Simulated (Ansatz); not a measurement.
# BaSr3Ti4O12: do energies and stresses tell the same story?

These are results of DFT r2SCAN, scalar-relativistic, plane waves, PAW (Ansatz), not measurements.

Plane waves to 500 eV, a k mesh through Γ of 8×8×2 on the computed 20-atom cell and Gaussian smearing (0.02 eV); no spin polarisation.

Relaxed cell: P4/mmm, a = 3.929 Å, b = 3.929 Å, c = 15.716 Å, α = 90.00°, β = 90.00°, γ = 90.00°, 20 atoms in the primitive cell. Whether it is the stable form of this composition wasn't checked.

Energies at zero smearing and pressures from the stress tensor, at volumes with shape and atoms relaxed:
| V (Å³/atom) | E − E(first) (meV/atom) | P (GPa) |
| --- | --- | --- |
| 10.675 | 0.00 | 31.59 |
| 11.039 | -60.18 | 21.67 |
| 11.403 | -99.60 | 13.26 |
| 11.767 | -121.36 | 6.10 |
| 12.131 | -128.12 | 0.02 |
| 12.495 | -122.13 | -5.15 |
| 12.859 | -105.30 | -9.55 |
| 13.344 | -68.76 | -14.40 |

Problem. Check P = −dE/dV between neighbouring volumes, and get the bulk modulus from the pressures alone.

Solution. With 1 eV/Å³ = 160.2 GPa:
```
middle V (Å³/atom)  −ΔE/ΔV (GPa) mean P (GPa)
            10.857        26.496        26.633
            11.221        17.353        17.465
            11.585         9.580         9.678
            11.949         2.978         3.060
            12.313        -2.638        -2.568
            12.677        -7.412        -7.352
            13.101       -12.062       -11.973
```

The two differ by 0.14 GPa at most. The mean of two end pressures misses the average over a step by about ΔV² P″/12, up to 0.13 GPa here; with that taken off 0.00 GPa remains. Around V = 12.131 Å³/atom, the two neighbours give B = −V ΔP/ΔV = 12.131 × 11.25 / 0.728 = 187.6 GPa, against B0 = 186.5 GPa from the Birch–Murnaghan fit of the energies.

Spin-orbit coupling is left out, which matters for the bands of heavy elements.

A ferromagnetic start lost its moments in a first run, so spin was left out; other magnetic orders weren't tried.

Cost: 9 runs of about 2.1 core-hours in all, on Intel Xeon Processor @ 2.50GHz (Skylake/Cascade Lake) (shared hosts).